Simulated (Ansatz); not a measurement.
RbBr:
```
CELL_PARAMETERS angstrom
      0.00000     3.50893     3.50893
      3.50893     0.00000     3.50893
      3.50893     3.50893     0.00000
ATOMIC_POSITIONS crystal
  Rb 0.00000 0.00000 0.00000
  Br 0.50000 0.50000 0.50000
```

Relaxed with PBE.

Task: Give the Bader charges and basin volumes of the independent atoms, PBE in the plane-wave PAW code Ansatz.

Result: 

```csv
atom,Bader charge (e),Bader volume (Å³)
Rb1,+0.83,31.3
Br2,-0.83,51.1
```

Space group Fm-3m (rock salt). Symmetry was held in the PBE relaxation.

Potentials: the later of the program's two PAW sets.
